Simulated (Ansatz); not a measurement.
ZrSi$_{2}$ in space group Cmcm (No. 63; Si on 4c, Si on 4c, Zr on 4c) at seven volumes, PBE (plane waves, PAW; program Ansatz), shape and atoms relaxed at each. One row is withheld.

```tsv
V (Å³/atom)	P (GPa)
15.292	14.02
15.796	8.64
16.300	?
16.804	0.00
17.308	-3.49
17.812	-6.46
18.316	-9.00
```

**Question.** Fit the shown pressures and predict the withheld one.

**Answer.** P = (3/2)B₀(x^(7/2) − x^(5/2))[1 + (3/4)(B′ − 4)(x − 1)] with x = (V₀/V)^(2/3). Least squares on the six rows gives V₀ = 16.802 Å³/atom, B₀ = 124 GPa, B′ = 3.93. At V = 16.300, x = 1.0204 and P = 3.99 GPa. The run itself gave 4.02 GPa.

Symmetry was held in the PBE relaxation. No spin polarisation was allowed.

Potentials: the later of the program's two PAW sets.
